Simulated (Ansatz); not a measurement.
Mn:
```
Mn
1.0
    2.54742     0.00000     0.00000
    0.00000     2.54742     0.00000
    0.00000     0.00000     3.40751
Mn
2
Cartesian
  0.00000   0.00000   0.00000
  1.27371   1.27371   1.70375
```
Starting moments (μB, in the order of the atoms Mn Mn): 1.7 -1.7.

Relaxed with PBE+D3(BJ). Special points in fractions of this cell's reciprocal vectors: Γ (0.000, 0.000, 0.000); X (0.000, 0.500, 0.000); M (0.500, 0.500, 0.000); Z (0.000, 0.000, 0.500); R (0.000, 0.500, 0.500); A (0.500, 0.500, 0.500).

Question: List the band energies nearest the Fermi level at these points for DFT-PBE+D3(BJ) in the program Ansatz with PAW potentials.

Answer: In eV from the Fermi level; about four levels below and three above (degenerate sets whole), none deeper than 8.9 eV; points with the same levels are listed once.

```csv
k,below,above
Γ ↑,-1.34 -1.34 -0.59 -0.12,0.93 2.27 2.27
X ↑,-1.27 -1.14 -1.08 -0.31,0.81 1.28 2.74
M ↑,-4.84 -4.34 -3.76 -3.76,1.30 1.40 2.16
Z ↑,-1.87 -0.82 -0.64 -0.64,0.06 0.65 0.87 0.87
R ↑,-1.76 -1.42 -1.38 -0.35,0.35 0.45 1.27
A ↑,-2.55 -1.61 -1.61 -0.35,1.31 1.36 2.55
```

Space group I4/mmm (body-centred tetragonal). The cell is a constructed one: a structure type filled with these elements; neither database checked (COD, Materials Project) lists it. It is not the phase usual at ambient conditions (space group No. 217). The PBE+D3(BJ) relaxation kept the symmetry of its start, as lowered by the spin order; its stability against distortions is not shown here. Spin order of the final state: antiferromagnetic, chosen from 3 collinear starts compared on coarse meshes (ties went to the first, and starts can fall back to one state), not a proven ground state. The pairwise dispersion correction was not fitted to metals. Point labels and valley counts follow the cell and symmetry of the run, lower than the named group.

Potentials: the later of the program's two PAW sets.
